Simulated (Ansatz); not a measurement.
An Ansatz (a program for electronic structure) run. Input:

Ansatz 0.2 input:
```yaml
crystal:
  lattice:
    - [1.5765501249, 0.910221639, 5.99813805]
    - [-1.5765501249, 0.910221639, 5.99813805]
    - [0.0, -1.820443278, 5.99813805]
  atoms:
    - { symbol: Mo, position: [0.9997563688, 0.9997563688, 0.9997563688] }
    - { symbol: S, position: [0.42002213, 0.42002213, 0.42002213] }
    - { symbol: S, position: [0.2462415011, 0.2462415011, 0.2462415011] }
kpoints:
  mp_grid: { grid: [8, 8, 8] }
  band_path:
    path:
      - [[0.0, 0.0, 0.0], [0.5, 0.5, 0.5], [0.8179811503, 0.1820188497, 0.5]]  # Γ-T-H_2
      - [[0.5, -0.1820188497, 0.1820188497], [0.5, 0.0, 0.0], [0.0, 0.0, 0.0], [0.3410094248, -0.3410094248, 0.0]]  # H_0-L-Γ-S_0
      - [[0.6589905752, 0.0, 0.3410094248], [0.5, 0.0, 0.5], [0.0, 0.0, 0.0]]  # S_2-F-Γ
      - [VBM, CBM]
    npoints: 10
basis: { xc_grid: 2 }
hamiltonian:
  xc: pbe
  dispersion: d3bj
  pseudopotentials: { kind: paw }
magnetization: { noncollinear: true, spin_orbit: true }
scf:
  n_extra_bands: 12
  convergence: { dr2_threshold: 0.0000000001 }
  occupations: { method: gaussian, width: 0.01 }
checkpoint: { write: soc.run }
output: { eigenvalues: true }
```

Output (shortened):

```
basis.fft_grid_basis auto: the FFT boxes are laid along the combinations [[1, 0, -1], [0, 1, -1], [0, 0, 1]] of the cell's own vectors, 3.153, 3.153 and 6.268 …
Pseudopotential: Mo, paw_fr, valence charge 14
Pseudopotential: S, paw_fr, valence charge 6
Functional definition: PBE
non-collinear run that drives no moment, with spin-orbit …
Crystal: 3 atoms, lattice volume = 51.644 Å³
Basis set: ecut = 420 eV, 999 PW (Γ), FFT grids on a1−a3, a2−a3, a3, exchange–correlation on 48×48×90 points (8 copies of the dense FFT grid, shifted against one another)
Bands: 38, of which v1, the nominal top of the filled ones, is band 26 counted from 1 (25 counted from 0)
Symmetry: 6 space group operations + 6 with time reversal
k-points: 65 of 512 (time reversal used)
Projection manifold: j_resolved (fully-relativistic pseudo-atomic orbitals)
SCF iter   1: F=—  HF=-6765.978894 eV  |F-HF|=—  |Δ(HF+E_count)|=         —  Δρ=6.16e-2  dr2=2.44e0  dr2_m=0.00e0 (ungated)  ethr=3.10e-3  |M|=0.00e0 ∫|m|=0.00e0 μB  |m|>n=0.0e0 m-floor=0.0e0 τ_xc=0.0e0  β_m=0.30  ⟨swp⟩=8.2  Hψ=13464  notcnv=0  defer=26
preconditioner: auto → none
SCF iter   2: F=—  HF=-6765.327869 eV  |F-HF|=—  |Δ(HF+E_count)|=   6.51e-1  Δρ=2.78e-2  dr2=4.82e-1  dr2_m=0.00e0 (ungated)  ethr=3.10e-3  |M|=0.00e0 ∫|m|=0.00e0 μB  |m|>n=0.0e0 m-floor=0.0e0 τ_xc=0.0e0  β_m=0.36  ⟨swp⟩=2.7  Hψ=4917  notcnv=0  defer=256
SCF iter   3: F=—  HF=-6765.307280 eV  |F-HF|=—  |Δ(HF+E_count)|=   2.06e-2  Δρ=2.39e-2  dr2=5.63e-1  dr2_m=0.00e0 (ungated)  ethr=1.86e-3  |M|=0.00e0 ∫|m|=0.00e0 μB  |m|>n=0.0e0 m-floor=0.0e0 τ_xc=0.0e0  β_m=0.29  ⟨swp⟩=3.0  Hψ=3984  notcnv=0  defer=256
SCF iter   4: F=—  HF=-6765.231598 eV  |F-HF|=—  |Δ(HF+E_count)|=   7.57e-2  Δρ=1.19e-2  dr2=3.34e-2  dr2_m=0.00e0 (ungated)  ethr=1.86e-3  |M|=0.00e0 ∫|m|=0.00e0 μB  |m|>n=0.0e0 m-floor=0.0e0 τ_xc=0.0e0  β_m=0.48  ⟨swp⟩=2.0  Hψ=3514  notcnv=0  defer=260
SCF iter   5: F=—  HF=-6765.228720 eV  |F-HF|=—  |Δ(HF+E_count)|=   2.88e-3  Δρ=1.10e-3  dr2=2.97e-4  dr2_m=0.00e0 (ungated)  ethr=1.29e-4  |M|=0.00e0 ∫|m|=0.00e0 μB  |m|>n=0.0e0 m-floor=0.0e0 τ_xc=0.0e0  β_m=0.62  ⟨swp⟩=2.8  Hψ=3630  notcnv=0  defer=260
SCF iter   6: F=—  HF=-6765.228817 eV  |F-HF|=—  |Δ(HF+E_count)|=   9.72e-5  Δρ=3.72e-4  dr2=1.92e-4  dr2_m=0.00e0 (ungated)  ethr=1.14e-6  |M|=0.00e0 ∫|m|=0.00e0 μB  |m|>n=0.0e0 m-floor=0.0e0 τ_xc=0.0e0  β_m=0.53  ⟨swp⟩=2.0  Hψ=4008  notcnv=0  defer=260
SCF iter   7: F=—  HF=-6765.228793 eV  |F-HF|=—  |Δ(HF+E_count)|=   2.44e-5  Δρ=2.28e-4  dr2=5.22e-5  dr2_m=0.00e0 (ungated)  ethr=7.39e-7  |M|=0.00e0 ∫|m|=0.00e0 μB  |m|>n=0.0e0 m-floor=0.0e0 τ_xc=0.0e0  β_m=0.45  ⟨swp⟩=2.0  Hψ=3124  notcnv=0  defer=260
SCF iter   8: F=—  HF=-6765.228786 eV  |F-HF|=—  |Δ(HF+E_count)|=   6.45e-6  Δρ=9.35e-5  dr2=5.64e-6  dr2_m=0.00e0 (ungated)  ethr=2.01e-7  |M|=0.00e0 ∫|m|=0.00e0 μB  |m|>n=0.0e0 m-floor=0.0e0 τ_xc=0.0e0  β_m=0.60  ⟨swp⟩=1.2  Hψ=2364  notcnv=0  defer=260
SCF iter  14: F=-6765.228786 eV  HF=-6765.228786 eV  |F-HF|=3.55e-11  |Δ(HF+E_count)|=  2.18e-11  Δρ=1.51e-7  dr2=3.58e-11  dr2_m=0.00e0 (ungated)  ethr=1.00e-12  |M|=0.00e0 ∫|m|=0.00e0 μB  |m|>n=0.0e0 m-floor=0.0e0 τ_xc=0.0e0  ⟨swp⟩=1.0  Hψ=4940  notcnv=0
SCF 1 converged in 14 iterations: F = -6765.228786 eV  dr2 = 3.58e-11
NSCF: frozen V_eff on 32 k-points
NSCF: frozen V_eff on 32 k-points
NSCF: frozen V_eff on 32 k-points
NSCF: frozen V_eff on 1 k-points
NSCF: frozen V_eff on 17 k-points
NSCF: frozen V_eff on 9 k-points
NSCF: frozen V_eff on 17 k-points
NSCF: frozen V_eff on 5 k-points
NSCF: frozen V_eff on 7 k-points
NSCF: frozen V_eff on 7 k-points
NSCF: frozen V_eff on 6 k-points
NSCF: frozen V_eff on 14 k-points
NSCF: frozen V_eff on 2 k-points
NSCF: frozen V_eff on 84 k-points
SCF converged after 14 iterations
Magnetization: |M| = 0.0000 μB,  M = (+0.0000, +0.0000, +0.0000) μB
Absolute magnetization: 0.0000 μB (∫|m|)
  site 0: m = (+0.0000, +0.0000, +0.0000) μB, |m| = 0.0000 μB  (R = 0.99 Å)
  site 1: m = (+0.0000, +0.0000, +0.0000) μB, |m| = 0.0000 μB  (R = 0.99 Å)
  site 2: m = (+0.0000, +0.0000, +0.0000) μB, |m| = 0.0000 μB  (R = 0.99 Å)
Free energy (F): -6765.228786 eV
Harris-Foulkes:  -6765.228786 eV  (|F-HF|=3.55e-11)
Internal energy: -6765.228786 eV  (E = F + TS)
E sigma→0 (E₀):  -6765.228786 eV
Fermi energy:    12.062109 eV
--- Per-component energies (eV) ---
  E_band       = -141.238883
  E_kinetic    = 657.223676
  E_local      = -1851.910730  (includes V_loc(G=0)·N_el)
  E_nonlocal   = 198.927701
  E_hartree    = 706.806769
  E_xc         = -379.029840
  E_vxc        = -405.748997  (∫ρ·V_xc dr)
  E_paw        = -4402.561942  (= ΣΔE_a)
  E_vpaw       = -153.344373  (= ΣTr[D̂ρ^β])
  E_aug_tail   = 0.000041  (compensation charges beyond the density's cutoff)
  E_ewald      = -1693.363842
  E_disp       = -1.320618  (pairwise vdW)
  E_smearing   =  0.000000  (= −TS)
  E_closure    = 0.000000  (closes the sum)
  Σ components = -6765.228786   (vs F -6765.228786, Δ=0.00e0)
  [band-id]    e_kinetic+e_local+e_nonlocal+2·e_hartree+e_vxc+e_vpaw+e_augmentation_tail = -141.239145   (vs E_band -141.238883, Δ=-2.62e-4)
--- Band table (eV; the first three rows and the last of 65) ---
  k-point 0: bands = ["-49.9747", "-49.9747", "-25.7045", "-25.7045", "-23.2827", "-23.2827", "-23.1098", "-23.1098", "-3.5831", "-3.5831", "-1.7835", "-1.7835", "4.4575", "4.4575", "8.2044", "8.2044", "8.2726", "8.2726", "9.2870", "9.2870", "9.3742", …
  k-point 1: bands = ["-49.9685", "-49.9685", "-25.7209", "-25.7208", "-23.2908", "-23.2908", "-23.1489", "-23.1489", "-3.3400", "-3.3400", "-1.7119", "-1.7118", "4.7377", "4.7381", "7.7477", "7.7492", "8.4850", "8.4862", "8.6164", "8.6216", "8.9738", …
  k-point 2: bands = ["-49.9535", "-49.9535", "-25.7625", "-25.7624", "-23.3325", "-23.3324", "-23.2162", "-23.2162", "-2.6919", "-2.6909", "-1.5217", "-1.5202", "5.2647", "5.2668", "6.8824", "6.8956", "7.4713", "7.4908", "8.2957", "8.2967", "9.1168", …
  k-point 64: bands = ["-49.9747", "-49.9747", "-25.7045", "-25.7045", "-23.2828", "-23.2828", "-23.1098", "-23.1098", "-3.2106", "-3.2106", "-2.3873", "-2.3873", "5.7244", "5.7244", "7.8318", "7.8318", "8.1821", "8.1821", "8.2519", "8.2519", "9.3349", …
```

Cost: roughly 90 core-seconds on shared cores.

Space group R3m. The cell was relaxed with PBE+D3(BJ) under the symmetry of its start; of distortions, only those at the zone centre were tested. The run is not spin-polarised.

Potentials: the later of the program's two PAW sets.

Ansatz is a plane-wave DFT program.
